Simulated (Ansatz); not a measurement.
This run works on a proposed trial structure, not on a known crystal.

Input and command of a plane-wave DFT calculation in Ansatz:

```yaml
crystal:
  lattice:
    - [2.983096094, 0.0, 0.0]
    - [-1.491548047, 2.5834369993, 0.0]
    - [0.0, 0.0, 15.031522559]
  atoms:
    - { symbol: Zn, position: [0.6666666667, 0.3333333333, 0.9150826987] }
    - { symbol: Zn, position: [0.3333333333, 0.6666666667, 0.0849173013] }
    - { symbol: Zn, position: [0.3333333333, 0.6666666667, 0.3685679516] }
    - { symbol: Zn, position: [0.6666666667, 0.3333333333, 0.6314320484] }
    - { symbol: Zn, position: [0.0, 0.0, 0.5] }
    - { symbol: Ge, position: [0.6666666667, 0.3333333333, 0.2245746333] }
    - { symbol: Ge, position: [0.3333333333, 0.6666666667, 0.7754253667] }
    - { symbol: O, position: [0.0, 0.0, 0.0] }
basis:
  ecutwfc: 420
kpoints:
  mp_grid: { grid: [12, 12, 2] }
hamiltonian:
  xc: pbe
scf:
  occupations: { method: gaussian, width: 0.1 }
output:
  forces: true
  stress: true
  eigenvalues: true
relax:
  adjacent_minimum: "off"
  f_tol: 0.01
  max_steps: 30
  cell: { stress_tol: 0.1, fix: [volume] }
```

```bash
ansatz run input.yaml --threads 1 --pin off --max-ram 2560MiB --backend cpu --events-out ev --progress --plain --runs-dir out
```

Processor: Arm Neoverse V2, 1 thread, on a host shared with other jobs.

**Question.** How long does it run, and how much memory does it take?

**Answer.** About 72 s, peak memory 0.5 GiB. It solves 57 bands at 38 k points (after reduction by symmetry) with about 2199 plane waves, in 32 SCF iterations over 4 ionic steps.
